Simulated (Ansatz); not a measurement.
An Ansatz (a first-principles code) run. Input:

Ansatz 0.2 input:
```yaml
crystal:
  lattice:
    - [3.9233288483, 0.0, 0.0]
    - [0.0, 3.9281180323, 0.0]
    - [0.0, 0.0, 5.543035639]
  atoms:
    - { symbol: Si, position: [0.75, 0.0, 0.8799841388] }
    - { symbol: Si, position: [0.25, 0.0, 0.1200158612] }
    - { symbol: Ge, position: [0.25, 0.5, 0.3694111174] }
    - { symbol: Ge, position: [0.75, 0.5, 0.6305888826] }
kpoints:
  mp_grid: { grid: [6, 6, 4] }
  band_path:
    path:
      - [[0.0, 0.0, 0.0], [0.5, 0.0, 0.0], [0.5, 0.5, 0.0], [0.0, 0.5, 0.0], [0.0, 0.0, 0.0], [0.0, 0.0, 0.5], [0.5, 0.0, 0.5], [0.5, 0.5, 0.5], [0.0, 0.5, 0.5], [0.0, 0.0, 0.5]]  # Γ-X-S-Y-Γ-Z-U-R-T-Z
      - [[0.5, 0.0, 0.0], [0.5, 0.0, 0.5]]  # X-U
      - [[0.0, 0.5, 0.0], [0.0, 0.5, 0.5]]  # Y-T
      - [[0.5, 0.5, 0.0], [0.5, 0.5, 0.5]]  # S-R
      - [VBM, CBM]
    npoints: 6
hamiltonian:
  xc: r2scan
  pseudopotentials: { kind: paw }
magnetization: { noncollinear: true, spin_orbit: true }
scf:
  n_extra_bands: 12
  convergence: { dr2_threshold: 0.0000000001 }
  occupations: { method: gaussian, width: 0.01 }
checkpoint: { write: soc.run }
output: { eigenvalues: true }
```

Output (shortened):

```
Pseudopotentials: kind: paw_fr
Pseudopotential: Si, paw_fr, valence charge 4
Pseudopotential: Ge, paw_fr, valence charge 14
Functional definition: r2SCAN
non-collinear run that drives no moment, with spin-orbit …
Crystal: 4 atoms, lattice volume = 85.425 Å³
Basis set: ecut = 500 eV, 2173 PW (Γ), exchange–correlation on 120×120×180 points (64 copies of the dense FFT grid, shifted against one another)
Bands: 48, of which v1, the nominal top of the filled ones, is band 36 counted from 1 (35 counted from 0)
Symmetry: 8 space group operations + 8 with time reversal
k-points: 48 of 144
Projection manifold: j_resolved (fully-relativistic pseudo-atomic orbitals)
PAW frozen core: Si, regenerated for the run's functional
PAW frozen core: Ge, regenerated for the run's functional
Initial density: superposition of atomic densities (chi_scale 0.1, normalization cell, long waves kept (reshape's long-wave potential 0.01 eV rms))
Initial wavefunctions: pseudopotential atomic-orbital guess
Eigensolver: davidson
Functional: x = r2scan, c = r2scan; τ floored in thin density (d = 2e-4 eV/Å³)
SCF iter   1: F=—  HF=-9877.941704 eV  |F-HF|=—  |Δ(HF+E_count)|=         —  Δρ=4.13e-2  dr2=1.22e0  dr2_τ=4.82e-3  dr2_m=0.00e0 (ungated)  ethr=3.10e-3  |M|=0.00e0 ∫|m|=0.00e0 μB  |m|>n=0.0e0 m-floor=0.0e0 τ_xc=0.0e0  β_m=0.30  ⟨swp⟩=6.4  Hψ=5516  notcnv=0  defer=12
all-band conjugate gradients solve this SCF's bands
preconditioner: auto → Resta (q_TF=auto, 2.362 Å⁻¹)
spin=Noncollinear: Resta preconditioning applied to the charge; magnetization (m_x, m_y, m_z) channels mix plain (no charge-response kernel on spin).
SCF iter   2: F=—  HF=-9877.956524 eV  |F-HF|=—  |Δ(HF+E_count)|=   1.48e-2  Δρ=3.16e-2  dr2=7.24e-1  dr2_τ=6.44e-4  dr2_m=0.00e0 (ungated)  ethr=3.10e-3  |M|=0.00e0 ∫|m|=0.00e0 μB  |m|>n=0.0e0 m-floor=0.0e0 τ_xc=0.0e0  β_m=0.65  ⟨swp⟩=1.0  Hψ=1345  notcnv=0  defer=54
SCF iter   3: F=—  HF=-9878.040945 eV  |F-HF|=—  |Δ(HF+E_count)|=   8.44e-2  Δρ=3.02e-3  dr2=1.52e-2  dr2_τ=2.39e-5  dr2_m=0.00e0 (ungated)  ethr=2.01e-3  |M|=0.00e0 ∫|m|=0.00e0 μB  |m|>n=0.0e0 m-floor=0.0e0 τ_xc=0.0e0  β_m=0.66  ⟨swp⟩=2.9  Hψ=1451  notcnv=0  defer=172
SCF iter   4: F=—  HF=-9878.037595 eV  |F-HF|=—  |Δ(HF+E_count)|=   3.35e-3  Δρ=1.66e-3  dr2=2.89e-3  dr2_τ=4.91e-6  dr2_m=0.00e0 (ungated)  ethr=4.23e-5  |M|=0.00e0 ∫|m|=0.00e0 μB  |m|>n=0.0e0 m-floor=0.0e0 τ_xc=0.0e0  β_m=0.77  ⟨swp⟩=2.7  Hψ=2179  notcnv=0  defer=290
SCF iter   5: F=—  HF=-9878.038411 eV  |F-HF|=—  |Δ(HF+E_count)|=   8.17e-4  Δρ=5.34e-4  dr2=2.26e-4  dr2_τ=9.54e-7  dr2_m=0.00e0 (ungated)  ethr=8.04e-6  |M|=0.00e0 ∫|m|=0.00e0 μB  |m|>n=0.0e0 m-floor=0.0e0 τ_xc=0.0e0  β_m=0.88  ⟨swp⟩=3.3  Hψ=2034  notcnv=0  defer=290
SCF iter   6: F=—  HF=-9878.038547 eV  |F-HF|=—  |Δ(HF+E_count)|=   1.36e-4  Δρ=1.32e-4  dr2=1.59e-5  dr2_τ=7.86e-8  dr2_m=0.00e0 (ungated)  ethr=6.29e-7  |M|=0.00e0 ∫|m|=0.00e0 μB  |m|>n=0.0e0 m-floor=0.0e0 τ_xc=0.0e0  β_m=0.93  ⟨swp⟩=2.0  Hψ=1435  notcnv=0  defer=290
SCF iter   7: F=—  HF=-9878.038556 eV  |F-HF|=—  |Δ(HF+E_count)|=   8.70e-6  Δρ=1.55e-5  dr2=1.32e-7  dr2_τ=6.61e-10  dr2_m=0.00e0 (ungated)  ethr=4.42e-8  |M|=0.00e0 ∫|m|=0.00e0 μB  |m|>n=0.0e0 m-floor=0.0e0 τ_xc=0.0e0  β_m=0.97  ⟨swp⟩=2.0  Hψ=1391  notcnv=0  defer=290
SCF iter   8: F=—  HF=-9878.038548 eV  |F-HF|=—  |Δ(HF+E_count)|=   7.32e-6  Δρ=2.21e-6  dr2=5.63e-9  dr2_τ=1.83e-11  dr2_m=0.00e0 (ungated)  ethr=3.67e-10  |M|=0.00e0 ∫|m|=0.00e0 μB  |m|>n=0.0e0 m-floor=0.0e0 τ_xc=0.0e0  β_m=0.98  ⟨swp⟩=2.2  Hψ=1583  notcnv=0  defer=290
SCF iter   9: F=-9878.038548 eV  HF=-9878.038548 eV  |F-HF|=2.91e-11  |Δ(HF+E_count)|=   1.01e-9  Δρ=2.89e-7  dr2=8.16e-11  dr2_τ=2.10e-13  dr2_m=0.00e0 (ungated)  ethr=1.00e-12  |M|=0.00e0 ∫|m|=0.00e0 μB  |m|>n=0.0e0 m-floor=0.0e0 τ_xc=0.0e0  ⟨swp⟩=9.0  Hψ=5073  notcnv=0
SCF 1 converged in 9 iterations: F = -9878.038548 eV  dr2 = 8.16e-11
NSCF: frozen V_eff on 64 k-points
NSCF: frozen V_eff on 64 k-points
NSCF: frozen V_eff on 64 k-points
NSCF: frozen V_eff on 64 k-points
NSCF: frozen V_eff on 57 k-points
NSCF: frozen V_eff on 43 k-points
NSCF: frozen V_eff on 28 k-points
NSCF: frozen V_eff on 28 k-points
NSCF: frozen V_eff on 10 k-points
NSCF: frozen V_eff on 18 k-points
NSCF: frozen V_eff on 10 k-points
NSCF: frozen V_eff on 11 k-points
NSCF: frozen V_eff on 3 k-points
NSCF: frozen V_eff on 11 k-points
NSCF: frozen V_eff on 83 k-points
SCF converged after 9 iterations
Magnetization: |M| = 0.0000 μB,  M = (+0.0000, +0.0000, +0.0000) μB
Absolute magnetization: 0.0000 μB (∫|m|)
  site 0: m = (+0.0000, +0.0000, +0.0000) μB, |m| = 0.0000 μB  (R = 0.98 Å)
  site 1: m = (+0.0000, +0.0000, +0.0000) μB, |m| = 0.0000 μB  (R = 0.98 Å)
  site 2: m = (+0.0000, +0.0000, +0.0000) μB, |m| = 0.0000 μB  (R = 0.99 Å)
  site 3: m = (+0.0000, +0.0000, +0.0000) μB, |m| = 0.0000 μB  (R = 0.99 Å)
Free energy (F): -9878.038548 eV
Harris-Foulkes:  -9878.038548 eV  (|F-HF|=2.91e-11)
Internal energy: -9878.038548 eV  (E = F + TS)
E sigma→0 (E₀):  -9878.038548 eV
Fermi energy:    7.678944 eV
--- Per-component energies (eV) ---
  E_band       = -324.907255
  E_kinetic    = 303.020249
  E_local      = -5653.377866  (includes V_loc(G=0)·N_el)
  E_nonlocal   = 890.740080
  E_hartree    = 2508.201866
  E_xc         = -241.326576
  E_vxc        = -235.454248  (∫ρ·V_xc dr)
  E_paw        = -5102.346623  (= ΣΔE_a)
  E_vpaw       = -657.750044  (= ΣTr[D̂ρ^β])
  E_aug_tail   = 0.000046  (compensation charges beyond the density's cutoff)
  E_vtau       = 11.510346  (kinetic-family band-sum trace: ∫τ·v_τ [+ j·A + Jᵃ·Aᵃ] dr)
  E_ewald      = -2580.655951
  E_core_change = -2.293774  (= ΣΔE_core)
  E_smearing   =  0.000000  (= −TS)
  E_closure    = 0.000000  (closes the sum)
  Σ components = -9878.038548   (vs F -9878.038548, Δ=0.00e0)
  [band-id]    e_kinetic+e_local+e_nonlocal+2·e_hartree+e_vxc+e_vpaw+e_augmentation_tail+e_vtau = -324.907703   (vs E_band -324.907255, Δ=-4.48e-4)
--- Band table (eV; the first three rows and the last of 48) ---
  k-point 0: bands = ["-18.0528", "-18.0528", "-17.9994", "-17.9994", "-17.9925", "-17.9925", "-17.9845", "-17.9845", "-17.4827", "-17.4827", "-17.4578", "-17.4578", "-17.4097", "-17.4097", "-17.3774", "-17.3774", "-17.3449", "-17.3449", "-17.3225", "-17.3225", "-5.6185", "-5.6185", "-1.4061", "-1.4061", "-1.3217", "-1.3217", "4.1583", "4.1583", "4.1683", "4.1683", "7.1699", "7.1699", "7.3328", "7.3328", "7.3997", "7.3997", "8.1576", "8.1576", "8.3580", "8.3580", "9.4944", "9.4944", "9.9712", "9.9712", "10.0712", "10.0712", "10.1699", "10.1699"]
  k-point 1: bands = ["-18.0527", "-18.0527", "-17.9994", "-17.9994", "-17.9924", "-17.9924", "-17.9846", "-17.9846", "-17.4827", "-17.4827", "-17.4577", "-17.4577", "-17.4095", "-17.4095", "-17.3774", "-17.3774", "-17.3449", "-17.3449", "-17.3227", "-17.3227", "-5.3475", "-5.3475", "-3.1451", "-3.1451", "0.7640", "0.7640", "4.4173", "4.4173", "4.4398", "4.4398", "5.5744", "5.5744", "6.4020", "6.4020", "6.4906", "6.4906", "8.0426", "8.0426", "9.0242", "9.0242", "9.6939", "9.6939", "10.9785", "10.9785", "11.2542", "11.2542", "11.2800", "11.2800"]
  k-point 2: bands = ["-18.0525", "-18.0525", "-17.9995", "-17.9995", "-17.9924", "-17.9924", "-17.9847", "-17.9847", "-17.4827", "-17.4827", "-17.4577", "-17.4577", "-17.4094", "-17.4094", "-17.3775", "-17.3775", "-17.3449", "-17.3449", "-17.3229", "-17.3229", "-4.7104", "-4.7104", "-4.2962", "-4.2962", "2.7719", "2.7719", "3.5156", "3.5156", "4.9786", "4.9786", "5.1975", "5.1975", "5.2533", "5.2533", "5.5186", "5.5186", "8.2907", "8.2907", "8.8158", "8.8158", "10.6151", "10.6151", "10.8370", "10.8370", "13.1064", "13.1064", "13.3760", "13.3760"]
  k-point 47: bands = ["-18.0288", "-18.0288", "-18.0288", "-18.0288", "-17.9792", "-17.9792", "-17.9792", "-17.9792", "-17.4602", "-17.4602", "-17.4602", "-17.4602", "-17.4021", "-17.4021", "-17.4021", "-17.4021", "-17.3335", "-17.3335", "-17.3335", "-17.3335", "-1.5982", "-1.5982", "-1.5982", "-1.5982", "-0.8820", "-0.8820", "-0.8820", "-0.8820", "3.2318", "3.2318", "3.2318", "3.2318", "3.3252", "3.3252", "3.3252", "3.3252", "11.9182", "11.9182", "11.9182", "11.9182", "12.1928", "12.1928", "12.1928", "12.1928", "12.3978", "12.3978", "12.3978", "12.3978"]
  band table: 48 of 48 bands, residual norms ≤ 1.0e-3 eV
```

Cost: roughly 10 core-minutes on shared cores.

Space group Pmma. The start of the workflow was typed in or built on a structure type; neither database checked (COD, Materials Project) lists it. Whether it is the stable phase at ambient conditions was not checked. The r²SCAN relaxation kept the symmetry of its start; whether a distortion lowers the energy is not shown.

Potentials: the later of the program's two PAW sets.

Ansatz is a plane-wave DFT program.
